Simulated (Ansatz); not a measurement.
MgRh (CsCl type, space group No. 221), plane-wave PAW LDA (Ansatz code), all energies at zero smearing, with the estimated change up to a 700 eV cutoff added, with one set of potentials and settings (totals compare only within such a set). Cell of 2 atoms (1 Mg, 1 Rh): -8181.083 eV.

```json
[
 {"element": "Mg", "reference phase": "P6_3/mmc, 2 atoms in the cell", "E (eV/atom)": "-1901.6031"},
 {"element": "Rh", "reference phase": "Fm-3m, 1 atoms in the cell", "E (eV/atom)": "-6278.6507"}
]
```

Formation energy per atom, worked out: (-8181.083 − 1×(-1901.6031) − 1×(-6278.6507))/2 = -0.415 eV/atom (-40 kJ per mol of atoms), at 0 K, without zero-point energy or fitted corrections.

Space group Pm-3m (CsCl type). The first step of the workflow began from a Materials Project structure, measured or hypothetical; the Crystallography Open Database files this formula in space group No. 221, but the cells were not matched. Whether it is the stable phase at ambient conditions was not checked. The cell was relaxed with LDA under the symmetry of its start; of distortions, only those at the zone centre were tested. The run is not spin-polarised. The references are the lowest solids computed at this level, not always the standard phases.

Potentials: the later of the program's two PAW sets.
